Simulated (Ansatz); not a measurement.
A geometry of Ga2O3 away from equilibrium: the start of the relaxation of a relaxed Ga2O3 cell, doubled along one cell vector, shaken by Gaussian noise of σ = 0.08 Å a coordinate. These are r2SCAN (plane waves to 500 eV, PAW, scalar-relativistic; Ansatz, an electronic-structure program) values and carry that method's errors. Γ-centred k-mesh 5×9×4 on the run's cell (coarser than for final values), Fermi–Dirac smearing 0.05 eV.

```xyz
10
Lattice="5.9824 0.0000 0.0000 -1.4956 2.5905 0.0000 0.0000 0.0000 6.8441" Properties=species:S:1:pos:R:3 pbc="T T T"
O      0.0369     0.0221    -0.1469
O      3.0130     0.0913     0.1177
O      1.4081     0.9986     4.6942
O      4.4096     1.0023     4.6416
O     -0.0409     1.7968     2.0611
O      3.1161     1.6813     2.0572
Ga     1.4872     0.8742     1.3743
Ga     4.3499     0.8974     1.3636
Ga     0.0536     1.8047     5.4014
Ga     3.0111     1.8219     5.3341
```

### Question
What forces act on the atoms (eV/Å)?

### Answer
```tsv
atom	Fx	Fy	Fz
O1	0.04	0.21	0.16
O2	-0.15	-0.59	-1.56
O3	3.04	-1.06	-0.69
O4	1.59	-1.42	-0.28
O5	0.03	-1.56	-0.01
O6	-6.06	4.12	2.99
Ga7	-0.39	1.01	-0.18
Ga8	6.36	-2.99	-2.18
Ga9	-3.52	0.94	1.28
Ga10	-0.94	1.34	0.47
```

### Question
What is the pressure?

### Answer
+6.3 GPa, compression positive.

### Question
How much energy per atom can still be gained by relaxing?

### Answer
0.14 eV/atom; the path ends in P2/c (No. 13).

No spin polarisation in the result. Without a van der Waals term the distances between weakly bound units are poorly fixed.

The end of the path is a generated cell of Ga2O3: the first start was made by placing the elements on the sites of a structure type, and the end was not matched to a known phase here, so it may be hypothetical. Known forms of Ga2O3 include space group No. 12, 167.
